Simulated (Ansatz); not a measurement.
**Sn2Pb3S5: stable or not**

The cell was found from a structure generator's guess, not taken from experiment.

The calculation used DFT PBE, scalar-relativistic, plane waves, PAW (Ansatz). The final run on the 10-atom cell used 420 eV, a Γ-centred 12×12×12 mesh, 0.01 eV smearing and no spin polarisation.

```
CELL_PARAMETERS angstrom
2.10250 1.21388 17.17588
-2.10250 1.21388 17.17588
0.00000 -2.42776 17.17588
ATOMIC_POSITIONS crystal
Sn 0.89965 0.89965 0.89965
Sn 0.10035 0.10035 0.10035
Pb 0.70069 0.70069 0.70069
Pb 0.29931 0.29931 0.29931
Pb 0.50000 0.50000 0.50000
S 0.40161 0.40161 0.40161
S 0.00000 0.00000 0.00000
S 0.59838 0.59838 0.59838
S 0.20090 0.20090 0.20090
S 0.79910 0.79910 0.79910
```

The zero of energy is the elements' standard structures at the same level; no fitted shifts are applied. The references include grey tin.

Q: These tests were run: energy against the elements; elastic tensor. What do they show?

A:

```tsv
test	result
energy against the elements	−0.491 eV/atom
elastic tensor	least eigenvalue 20 GPa
```

It fails none of these tests. Other phases of the system weren't compared here, so this isn't yet thermodynamic stability. Phonons away from Γ weren't computed.

Spin–orbit coupling, which can matter for Pb, is left out. The reference form of S is held partly by dispersion forces, which this level lacks. The run for the elastic tensor used a 12×12×12 k mesh.
